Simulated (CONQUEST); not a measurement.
Worked example: self-consistent single point of CdSe (F-43m, 8 atoms in the cell; from Materials Project mp-2691, changed as shown) in CONQUEST.

All values come from this method and carry its errors: CONQUEST with PBE, numerical atomic orbitals double-zeta with polarisation (the shipped basis), PseudoDojo norm-conserving potentials made for PBE.

The change in words: volume scaled by 0.98. Reference geometry (F-43m):
```
CdSe
1.0
    6.26458     0.00000     0.00000
    0.00000     6.26458     0.00000
    0.00000     0.00000     6.26458
Cd Se
4 4
Cartesian
  0.00000   0.00000   0.00000
  0.00000   3.13229   3.13229
  3.13229   0.00000   3.13229
  3.13229   3.13229   0.00000
  1.56614   1.56614   1.56614
  1.56614   4.69843   4.69843
  4.69843   1.56614   4.69843
  4.69843   4.69843   1.56614
```

Reference input (self-consistent single point, DFT, PBE, numerical atomic orbitals double-zeta with polarisation (the shipped basis), PseudoDojo norm-conserving potentials made for PBE): basis = DZP; Diag.MPMeshX, Y, Z = 5 5 5; potentials = PseudoDojo norm-conserving PBE; Grid.GridCutoff = 140 Ha; DM.SolutionMethod = diagon; Diag.SmearingType = 1; Diag.kT = 0.000367 Ha; Diag.GammaCentred = true; Diag.MPOrder = 0; minE.SCTolerance = 1.0e-07; SC.MaxIters = 100; SC.LinearMixingFactor = 0.5. This run's input differs from it in these lines:

```diff
@@ -32,14 +32,14 @@
 # file: CdSe.in
-     6.264579000      0.000000000      0.000000000
-     0.000000000      6.264579000      0.000000000
-     0.000000000      0.000000000      6.264579000
+     6.222531000      0.000000000      0.000000000
+     0.000000000      6.222531000      0.000000000
+     0.000000000      0.000000000      6.222531000
 8
     0.000000000     0.000000000     0.000000000  1 T T T
-    0.000000000     3.132289500     3.132289500  1 T T T
-    3.132289500     0.000000000     3.132289500  1 T T T
-    3.132289500     3.132289500     0.000000000  1 T T T
-    1.566144750     1.566144750     1.566144750  2 T T T
-    1.566144750     4.698434250     4.698434250  2 T T T
-    4.698434250     1.566144750     4.698434250  2 T T T
-    4.698434250     4.698434250     1.566144750  2 T T T
+    0.000000000     3.111265500     3.111265500  1 T T T
+    3.111265500     0.000000000     3.111265500  1 T T T
+    3.111265500     3.111265500     0.000000000  1 T T T
+    1.555632750     1.555632750     1.555632750  2 T T T
+    1.555632750     4.666898250     4.666898250  2 T T T
+    4.666898250     1.555632750     4.666898250  2 T T T
+    4.666898250     4.666898250     1.555632750  2 T T T
```

Log, with long lists cut:

```
    new_SC_potl: Starting.  Tolerance:  0.10000E-06

    PulayMixSC: Starting Pulay mixing, A_up =  0.500 A_dn =  0.500
    PulayMixSC: Spin non-polarised calculation.
          Harris-Foulkes Energy            :    -32284.445859861334611 eV
          (TS=0 as O(N) or entropic contribution is negligible)
          DFT Total Energy                 :    -32280.988449437081727 eV
          Total number of electrons        :       143.999999999971891
    PulayMixSC: Pulay iteration     1 residual:              0.88895E-03
          Harris-Foulkes Energy            :    -32282.999457605776115 eV
   [... lines left out ...]
          (TS=0 as O(N) or entropic contribution is negligible)
          DFT Total Energy                 :    -32282.913053585616581 eV
          Total number of electrons        :       144.000131663840932
    PulayMixSC: Pulay iteration     6 residual:              0.19870E-06
          Harris-Foulkes Energy            :    -32282.913053603471781 eV
          (TS=0 as O(N) or entropic contribution is negligible)
          DFT Total Energy                 :    -32282.913053603682783 eV
          Total number of electrons        :       144.000131635359537
    PulayMixSC: Pulay iteration     7 residual:              0.29125E-07
    PulayMixSC: Reached SCF tolerance of  0.29125E-07 after      7 iterations
      | Number of electrons      =       144.000132
      |* band energy as 2Tr[K.H] =     -5365.783219371637642 eV
      |  screened ion-ion energy =    -25873.851934012236597 eV
      |  Ha correction           =        83.988498812485119 eV
      |  XC correction           =     -1127.266407281321563 eV
      |* Harris-Foulkes energy   =    -32282.913053603471781 eV
      |* DFT total energy        =    -32282.913053603682783 eV
      |  estimated accuracy      =         0.000000000210363 eV

    force: Forces on atoms (eV/A )
    force:  Atom   X              Y              Z
    force:     1   0.0000000000   0.0000000000   0.0000000001
    force:     2  -0.0000000000   0.0000000000  -0.0000000000
   [... lines left out ...]
    force:     8  -0.0000000000  -0.0000000000  -0.0000000000

    force: Maximum force :        0.00000000(eV/A ) on atom         1 in z direction
    force: Force Residual:        0.00000000 eV/A
    force: Total stress:         -0.05907485    -0.05907485    -0.05907485 GPa
    force: Average pressure:      0.05907485 GPa

    force: Finished force
    get_E_and_F: Change in energy during last step of electronic optimisation:  0.67007E-09
```

The run converged in 7 iterations. CONQUEST prints the stress tensor with tension positive. Against the reference run the free energy drops by 1.2 meV/atom and the pressure goes from -0.64 to 0.06 GPa.

The program uses no crystal symmetry, so grid and mesh can part values that symmetry would make equal. The atom-centred basis is finite, which shifts total energies and pressures against plane waves. The structure comes from a collection of computed structures, made at another level of theory; the collection holds predicted forms beside known ones. Its lattice was then scaled.

Cost on one core: very roughly 90 core-seconds.
